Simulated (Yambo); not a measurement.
**Bethe-Salpeter results for RbMo₂AlO₈**

```
CELL_PARAMETERS angstrom
      5.65367     0.00000     0.00000
     -2.82684     4.89622     0.00000
      0.00000     0.00000     7.47600
ATOMIC_POSITIONS crystal
  O  0.15769 0.84231 0.34947
  O  0.84231 0.15769 0.65053
  O  0.15769 0.31538 0.34947
  O  0.84231 0.68462 0.65053
  O  0.68462 0.84231 0.34947
  O  0.31538 0.15769 0.65053
  O  0.33333 0.66667 0.04090
  O  0.66667 0.33333 0.95910
  Al 0.00000 0.00000 0.50000
  Rb 0.00000 0.00000 0.00000
  Mo 0.33333 0.66667 0.27500
  Mo 0.66667 0.33333 0.72500
```

The geometry is that of Materials Project entry mp-1209248, symmetrised and not relaxed again.

BSE in Yambo on PBEsol (pw.x of Quantum ESPRESSO, ONCV potentials, without SOC) bands: 3×3×2 mesh, 24 valence and 18 conduction bands, static screening with 120 bands and a 3 Ry block, scissor 2.67 eV, Tamm-Dancoff; field along x.

```json
[
 {"state": "1", "energy (eV)": "4.00", "states within 2 meV": "1", "relative strength": "< 0.01", "class": "dark", "main transitions": "several band pairs"},
 {"state": "2", "energy (eV)": "4.04", "states within 2 meV": "1", "relative strength": "< 0.01", "class": "dark", "main transitions": "several band pairs"},
 {"state": "3", "energy (eV)": "4.20", "states within 2 meV": "2", "relative strength": "0.11", "class": "weak", "main transitions": "several band pairs"},
 {"state": "4", "energy (eV)": "4.21", "states within 2 meV": "2", "relative strength": "< 0.01", "class": "dark", "main transitions": "several band pairs"},
 {"state": "5", "energy (eV)": "4.51", "states within 2 meV": "2", "relative strength": "< 0.01", "class": "dark", "main transitions": "several band pairs"},
 {"state": "6", "energy (eV)": "4.54", "states within 2 meV": "2", "relative strength": "1.00", "class": "strong", "main transitions": "several band pairs"},
 {"state": "7", "energy (eV)": "4.69", "states within 2 meV": "1", "relative strength": "< 0.01", "class": "dark", "main transitions": "several band pairs"},
 {"state": "8", "energy (eV)": "4.73", "states within 2 meV": "1", "relative strength": "0.01", "class": "weak", "main transitions": "several band pairs"},
 {"state": "9", "energy (eV)": "4.77", "states within 2 meV": "2", "relative strength": "0.01", "class": "weak", "main transitions": "several band pairs"},
 {"state": "10", "energy (eV)": "4.77", "states within 2 meV": "2", "relative strength": "0.24", "class": "weak", "main transitions": "several band pairs"}
]
```

These are vertical excitations (zero momentum). The direct quasiparticle gap on this mesh is 6.34 eV; counted from there, state 1 is bound by 2.34 eV. Convergence with the mesh was not shown.

Spin singlets only. Strengths are relative to the strongest of the lowest states of this run; strong means a line over 3 % of the spectrum's maximum, dark under 0.03 %. Absolute energies carry the error of the G0W0 scissor, whose convergence isn't established; the long-wavelength screening was taken along (1,1,1) although the crystal is anisotropic.

Spin-orbit splittings are left out.

The structure is a Materials Project entry; no match was found in the copy of COD used, and its stability was not checked.
